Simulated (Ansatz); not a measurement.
LaAl3N4 as one 8-atom ordering (P3m1) on the wurtzite lattice at its r2SCAN geometry, run in Ansatz 0.2.0 at 2 levels of theory. All values are calculated for a non-magnetic cell, which may be hypothetical.

The r2SCAN input:
```yaml
crystal:
  lattice:
    - [3.2683613935, 0.0, 0.0]
    - [-1.6341806967, 2.8304839956, 0.0]
    - [0.0, 0.0, 10.961925278]
  atoms:
    - { symbol: Al, position: [0.3333333333, 0.6666666667, 0.0313494816] }
    - { symbol: Al, position: [0.3333333333, 0.6666666667, 0.4691078827] }
    - { symbol: Al, position: [0.6666666667, 0.3333333333, 0.2500976779] }
    - { symbol: La, position: [0.6666666667, 0.3333333333, 0.7480863051] }
    - { symbol: "N", position: [0.3333333333, 0.6666666667, 0.2048145101] }
    - { symbol: "N", position: [0.3333333333, 0.6666666667, 0.641190558] }
    - { symbol: "N", position: [0.6666666667, 0.3333333333, 0.4239168831] }
    - { symbol: "N", position: [0.6666666667, 0.3333333333, 0.9814367013] }
kpoints:
  mp_grid: { grid: [12, 12, 2] }
  band_path:
    path:
      - [0.0, 0.0, 0.0]
      - [0.5, 0.0, 0.0]
      - [0.3333333333, 0.3333333333, 0.0]
      - [0.0, 0.0, 0.5]
      - [0.5, 0.0, 0.5]
      - [0.3333333333, 0.3333333333, 0.5]
      - [0.2666666667, 0.2666666667, 0.0]
    npoints: 1
hamiltonian:
  xc: r2scan
scf:
  occupations: { method: fixed }
  n_extra_bands: 6
output:
  forces: true
  stress: true
  eigenvalues: true
```

Main results, then, where recorded, the levels near the gap in eV from the Fermi energy (columns number the bands from 0), one row a point of the path (Γ, M, K, A, L, H, K–Γ (0.20)):
```
Crystal: 8 atoms, lattice volume = 101.409 Å³
Symmetry: 6 space group operations
Space group: P3m1 (ITA 156)
```
```
Basis set: ecut = 500 eV, 2541 PW (Γ)
k-points: 38 of 288 (time reversal used)
SCF 1 converged in 8 iterations: F = -9435.532924 eV  dr2 = 6.82e-8
Free energy (F): -9435.532924 eV
Fermi energy:    9.131143 eV
--- Forces (eV/Å), atoms counted from 1 ---
  atom   1  Al      0.00000      0.00000      0.00048
  atom   2  Al      0.00000      0.00000      0.00122
  atom   3  Al      0.00000      0.00000      0.00082
  atom   4  La      0.00000      0.00000      0.00064
  atom   5  N       0.00000      0.00000    -0.00059
  atom   6  N       0.00000      0.00000    -0.00059
  atom   7  N       0.00000      0.00000    -0.00084
  atom   8  N       0.00000      0.00000    -0.00057
--- Stress (GPa, compression-positive) ---
        0.002806       0.000000       0.000000
        0.000000       0.002806       0.000000
        0.000000       0.000000       0.001500
  P = ⅓ Tr σ = 0.0024 GPa (0.024 kbar)
```
```tsv
band_17	band_18	band_19	band_20	band_21	band_22
-1.197	-1.197	-1.130	1.398	3.036	3.689
-1.591	-1.408	-0.933	1.517	3.380	3.968
-1.878	-1.685	0.000	2.549	3.143	3.670
-1.185	-1.185	-1.026	1.469	3.109	3.689
-1.558	-1.265	-1.222	1.595	3.483	3.968
-1.692	-1.141	-0.221	2.574	3.130	3.612
-2.184	-1.423	-0.333	2.023	3.335	3.741
```

The r2SCAN gap is indirect, 1.40 eV (K to Γ), below the direct gap of 2.36 eV at K–Γ (0.20 of the way from K).

Question: Another run on the same cell gave
```
Basis set: ecut = 420 eV, 2029 PW (Γ)
k-points: 14 of 72 (time reversal used)
SCF 1 stopped early in 6 iterations: F = -9407.185137 eV  dr2 = 5.92e-5
SCF 2 stopped early in 8 iterations: F = -9412.327392 eV  dr2 = 7.11e-6
hybrid outer 1: dexx = +4.086e-2 eV, tail = 7.65e-5 eV
SCF 3 converged in 6 iterations: F = -9412.327319 eV  dr2 = 1.69e-9
hybrid outer 2: dexx = +3.543e-6 eV, tail = 5.22e-8 eV, Δε = 2.88e-3 eV, ΔF = 9.17e-3 eV/Å
SCF 4 converged in 2 iterations: F = -9412.327319 eV  dr2 = 3.74e-10
hybrid outer 3: dexx = +1.474e-9 eV, tail = 8.00e-10 eV, Δε = 2.87e-5 eV, ΔF = 2.28e-4 eV/Å
Free energy (F): -9412.327319 eV
Fermi energy:    8.258359 eV
--- Forces (eV/Å), atoms counted from 1 ---
  atom   1  Al      0.00000      0.00000      0.11031
  atom   2  Al      0.00000      0.00000    -0.03027
  atom   3  Al      0.00000      0.00000      0.03495
  atom   4  La      0.00000      0.00000    -0.28576
  atom   5  N       0.00000      0.00000    -0.04316
  atom   6  N       0.00000      0.00000      0.37815
  atom   7  N       0.00000      0.00000    -0.03183
  atom   8  N       0.00000      0.00000    -0.13251
--- Stress (GPa, compression-positive) ---
       -0.254049       0.000000       0.000000
        0.000000      -0.254049       0.000000
        0.000000       0.000000      -1.485194
  P = ⅓ Tr σ = -0.6644 GPa (-6.644 kbar)
```
```tsv
band_17	band_18	band_19	band_20	band_21	band_22
-1.284	-1.284	-1.268	2.754	4.919	5.643
-1.771	-1.515	-1.047	2.920	5.010	6.126
-2.015	-1.895	0.000	3.860	4.411	5.764
-1.271	-1.271	-1.161	2.860	4.855	5.568
-1.694	-1.387	-1.361	3.017	5.121	6.110
-1.833	-1.299	-0.234	3.892	4.380	5.628
-2.347	-1.579	-0.370	3.334	4.766	5.838
```
Which level of theory gave it?

Answer: It is PBE0, judged by the exchange loop and the size of the gap (a near hybrid could fit too), on 6×6×2; the blocks that differ from the first input, but for the band path:
```yaml
kpoints:
  mp_grid: { grid: [6, 6, 2] }
hamiltonian:
  xc: pbe0
```
PBE0 gives an indirect gap of 2.75 eV, from K to Γ; the least direct gap is 3.70 eV at K–Γ (0.20 of the way from K). The mean pressure at these positions is -0.7 GPa, compression counted positive. (The program warns that its thresholds are loose for a hybrid's stress.)

Small level splittings and stresses of the hybrids carry the error of their coarser meshes.

Totals of different functionals can't be compared.

The runs are scalar-relativistic, without spin-orbit coupling.
